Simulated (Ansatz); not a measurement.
Y$_{2}$AlSi$_{2}$:
```xyz
5
Lattice="-2.0381 2.8535 4.3769 2.0381 -2.8535 4.3769 2.0381 2.8535 -4.3769" Properties=species:S:1:pos:R:3 pbc="T T T"
Si     2.0381     1.6542     0.0000
Si     0.0000     1.1993     4.3769
Y      2.0381     0.0000     2.5335
Y      0.0000     2.8535     1.8434
Al     0.0000     0.0000     0.0000
```

Relaxed with r²SCAN.

Problem. Map the electron localisation function on the plane through (0.290, 0.500, 0.790) spanned by u = [1, 1, 0] and v = [1, 0, 1] in lattice vectors, from r²SCAN (plane waves, PAW; program Ansatz).

Solution. x is the fraction of u, y of v (the angle between them is 90°; rows are the nearest grid lines); atoms in the plane: Si at (0.00, 0.00), Si at (0.00, 0.42), Y at (0.29, 0.71), Y at (0.71, 0.71), Al at (0.50, 0.21).
```
y \ x   0.000  0.100  0.175  0.275  0.375  0.450  0.550  0.625  0.725  0.825  0.900   1.00
------  -----  -----  -----  -----  -----  -----  -----  -----  -----  -----  -----  -----
1.00    0.629  0.825  0.722  0.210  0.357  0.406  0.406  0.357  0.210  0.722  0.825  0.629
0.931   0.243  0.836  0.483  0.105  0.074  0.236  0.236  0.074  0.105  0.484  0.836  0.243
0.862   0.527  0.715  0.127  0.731  0.183  0.118  0.118  0.184  0.731  0.127  0.715  0.527
0.759   0.373  0.199  0.377  0.663  0.803  0.086  0.086  0.804  0.664  0.378  0.199  0.373
0.690   0.297  0.142  0.459  0.460  0.827  0.089  0.089  0.827  0.459  0.459  0.142  0.297
0.621   0.527  0.394  0.201  0.840  0.681  0.086  0.086  0.684  0.840  0.205  0.394  0.527
0.552   0.498  0.736  0.139  0.681  0.146  0.125  0.125  0.145  0.680  0.137  0.736  0.498
0.448   0.482  0.838  0.680  0.109  0.204  0.341  0.341  0.204  0.109  0.680  0.838  0.482
0.379   0.290  0.788  0.699  0.386  0.553  0.453  0.453  0.553  0.386  0.699  0.788  0.290
0.310   0.460  0.689  0.501  0.500  0.731  0.225  0.225  0.731  0.500  0.501  0.689  0.460
0.241   0.764  0.559  0.282  0.517  0.794  0.024  0.021  0.794  0.517  0.282  0.559  0.764
0.138   0.659  0.634  0.395  0.512  0.767  0.087  0.087  0.767  0.512  0.395  0.634  0.659
0.0690  0.214  0.754  0.638  0.456  0.644  0.414  0.414  0.644  0.456  0.638  0.754  0.214
0.000   0.629  0.825  0.722  0.210  0.357  0.406  0.406  0.357  0.210  0.722  0.825  0.629
```

The density is the valence pseudo-density with augmentation charge, so density and ELF within about 1 Å of a nucleus are not all-electron values.

Space group Immm. The workflow started from an entry of the Crystallography Open Database (COD). Whether it is the stable phase at ambient conditions was not checked. The r²SCAN relaxation kept the symmetry of its start; whether a distortion lowers the energy is not shown. No spin polarisation was allowed.

Potentials: the later of the program's two PAW sets.
